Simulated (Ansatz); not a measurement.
Phonon spectrum of LaNbO

Level of theory: Ansatz 0.2.0, DFT PBE, scalar-relativistic, plane waves, PAW. Plane waves to 420 eV; Γ-centred k mesh 8×8×4; Gaussian smearing of 0.10 eV. No spin polarisation. Phonons by linear response, acoustic sum rule imposed.

The cell, relaxed at this level:
```
La Nb O
1.0
     3.60475    0.00000    0.00000
     0.00000    3.60475    0.00000
     0.00000    0.00000    8.42604
La Nb O
2 2 2
Direct
  0.50000 0.00000 0.83627
  0.00000 0.50000 0.16373
  0.00000 0.50000 0.56739
  0.50000 0.00000 0.43261
  0.00000 0.50000 0.83846
  0.50000 0.00000 0.16154
```

The structure comes from a proposed guess, relaxed at this level; another structure or a mixture of phases may lie lower. In a metal, frequencies and elastic constants depend on the k mesh and the smearing, soft modes and shear constants most. Some empty bands missed the eigensolver's threshold. The q mesh is coarse, so values between its points are rough.

Force constants from linear response on a 2×2×1 q mesh.

Path: Γ–X–M–Γ–Z–R–A–Z | X–R | M–A. Only the points of the 2×2×1 mesh were computed; the rest is interpolation, which is rough on so few points. On the mesh no mode is imaginary. Distance along the path (Å⁻¹), then the branches (cm⁻¹, negative for imaginary):
```
0.000  0 0 0 82 82 106 106 124 160 204 210 210 289 295 295 296 296 304
0.218  20 39 58 88 94 106 112 127 159 201 207 208 285 298 299 299 300 300
0.436  50 70 94 97 113 116 128 131 158 194 200 203 275 285 307 309 310 310
0.654  80 89 101 102 117 126 142 150 161 188 191 195 265 270 316 320 320 320
0.872  99 99 103 103 113 113 159 159 171 171 191 191 262 262 322 322 324 324
1.089  105 105 105 105 117 117 149 149 175 175 191 191 265 265 317 317 319 319
1.307  108 108 113 113 129 129 136 136 175 175 192 192 272 272 303 303 304 304
1.525  105 105 114 114 134 134 140 140 168 168 195 195 280 280 289 289 290 290
1.743  100 100 115 115 136 136 144 144 164 164 197 197 283 283 283 283 284 284
2.051  99 107 115 120 131 132 135 140 169 171 189 200 277 279 292 293 295 296
2.359  78 86 112 116 119 125 130 146 150 183 191 206 273 280 304 304 308 309
2.667  34 53 79 94 101 108 114 129 158 199 202 210 282 294 301 301 303 303
2.975  0 0 0 82 82 106 106 124 160 204 210 210 289 295 295 296 296 304
3.069  12 12 21 79 79 108 108 122 160 205 210 210 289 294 294 296 296 304
3.162  24 24 40 70 70 112 112 114 160 206 210 210 288 294 294 297 297 305
3.255  36 36 58 60 60 104 114 114 160 208 210 210 287 293 293 297 297 306
3.348  44 44 53 53 67 97 115 115 160 208 210 210 286 293 293 297 297 306
3.566  52 56 66 68 88 98 119 120 158 205 207 208 282 298 298 300 301 301
3.784  67 78 84 87 114 119 127 131 154 197 200 203 273 286 307 308 310 311
4.002  87 93 94 99 120 125 141 150 162 188 191 195 264 271 316 319 320 320
4.220  100 100 104 104 112 112 160 160 171 171 190 190 262 262 322 322 324 324
4.438  104 104 106 106 118 118 150 150 174 174 191 191 265 265 317 317 319 319
4.656  108 108 112 112 130 130 136 136 174 174 192 192 272 272 303 303 304 304
4.873  106 106 114 114 130 130 144 144 168 168 195 195 280 280 289 289 290 290
5.091  101 101 115 115 130 130 150 150 164 164 196 196 282 282 283 283 285 285
5.399  100 109 113 120 126 128 139 145 168 171 189 199 277 280 292 293 295 296
5.708  86 89 103 108 123 124 134 147 147 182 192 206 271 281 303 305 308 308
6.016  55 68 74 84 98 101 122 124 155 202 202 209 279 296 301 301 302 304
6.324  44 44 53 53 67 97 115 115 160 208 210 210 286 293 293 297 297 306
6.370  99 99 103 103 113 113 159 159 171 171 191 191 262 262 322 322 324 324
6.464  99 99 104 104 113 113 159 159 171 171 191 191 262 262 322 322 324 324
6.557  99 99 104 104 113 113 159 159 171 171 190 190 262 262 322 322 324 324
6.650  100 100 104 104 112 112 160 160 171 171 190 190 262 262 322 322 324 324
6.697  100 100 115 115 136 136 144 144 164 164 197 197 283 283 283 283 284 284
6.790  100 100 115 115 135 135 146 146 164 164 196 196 283 283 283 283 284 284
6.883  101 101 115 115 133 133 148 148 164 164 196 196 283 283 283 283 284 284
6.976  101 101 115 115 131 131 150 150 164 164 196 196 282 282 283 283 285 285
7.070  101 101 115 115 130 130 150 150 164 164 196 196 282 282 283 283 285 285
```
